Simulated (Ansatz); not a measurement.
**Structures of As$_{2}$S: which is lowest?**

Plane-wave DFT in Ansatz with scalar-relativistic PAW potentials, cutoff 420 eV, Γ-centred meshes chosen by cell and gap, Gaussian smearing with energies taken to zero width. Every cell was relaxed (cell and atoms) in a run of its own, within the symmetry of its start. Functional: PBE.

Relaxed structures (starts from databases or built by putting these elements on another compound's sites):
A. P6/mmm, 3 atoms in the computed cell, a = 4.506 Å, c = 3.200 Å; sites (symmetry × multiplicity) As -6m2 × 2, S 6/mmm × 1; start: built
B. I4/mcm, 6 atoms in the computed cell, a = 5.676 Å, c = 7.411 Å; sites (symmetry × multiplicity) As m.2m × 8, S 422 × 4; start: built
C. I4/mmm, 3 atoms in the computed cell, a = 3.767 Å, c = 10.705 Å; sites (symmetry × multiplicity) As 4mm × 4, S 4/mmm × 2; start: built
D. Pnnm, 6 atoms in the computed cell, a = 3.670 Å, b = 10.204 Å, c = 4.545 Å; sites (symmetry × multiplicity) As ..m × 4, S ..2/m × 2; start: built

Question: Rank them by energy. Could pressure change the order?

Answer:
| structure | group | E − E(lowest) (meV/atom) | V (Å³/atom) | gap on mesh (eV) |
| --- | --- | --- | --- | --- |
| D | Pnnm | 0.0 | 28.36 | 0.00 |
| C | I4/mmm | 76 | 25.32 | 0.00 |
| B | I4/mcm | 248 | 19.90 | 0.00 |
| A | P6/mmm | 272 | 18.76 | 0.00 |

D is lowest, 76 meV/atom under C. C is denser by 3.05 Å³/atom, so pressure favours it: ΔE/ΔV, with ΔE in eV and 1 eV/Å³ = 160.2 GPa, gives about 4.0 GPa for equal enthalpy if both cells were rigid, a rough figure since the two compress differently. Without a dispersion term the weakly bound lowest cell is too large, so ΔV and this pressure are artefacts in part: a slight pressure closes the gap between layers first. Other structures may lie lower than all of these, and vibrations aren't counted.